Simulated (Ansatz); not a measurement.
Sb (A7 (α-As type), R-3m) at seven volumes, plane-wave PAW r²SCAN (Ansatz code), shape and atoms relaxed at each. One row is withheld.

```
V (Å³/atom)  P (GPa)
-----------  -------
28.759          3.87
29.707          2.32
30.655          1.04
31.603          0.00
32.551             ?
33.499         -1.17
34.447         -1.37
```

Fit the shown pressures and predict the withheld one.

P = (3/2)B₀(x^(7/2) − x^(5/2))[1 + (3/4)(B′ − 4)(x − 1)] with x = (V₀/V)^(2/3). Least squares on the six rows gives V₀ = 31.674 Å³/atom, B₀ = 26.1 GPa, B′ = 9.62. At V = 32.551, x = 0.9820 and P = -0.62 GPa. The run itself gave -0.78 GPa.

The cell was relaxed with r²SCAN under the symmetry of its start; of distortions, only those at the zone centre were tested. Scalar-relativistic: spin–orbit coupling is off unless named, which matters more the heavier the elements.

Potentials: the earlier of the program's two PAW sets.
